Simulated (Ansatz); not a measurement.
AlP (zinc blende, space group No. 216), a = b = c = 5.5072 Å, α = β = γ = 90.00°; the cell used has 2 atoms.

This is the PBE-relaxed structure.

**Question.** All from DFT-PBE in the program Ansatz with PAW potentials, unless another level is named. Predict the hole effective mass, band 1 of 3 at the edge.

**Answer.** 0.56 along [100], 6.4 along [110], 1.4 along [111] (mₑ).

**Question.** Predict the band gap.

**Answer.** 1.63 eV (indirect).

**Question.** Next, the valence-band maximum?

**Answer.** at Γ.

Space group F-43m (zinc blende). The PBE relaxation kept the symmetry of its start.

Potentials: the earlier of the program's two PAW sets.
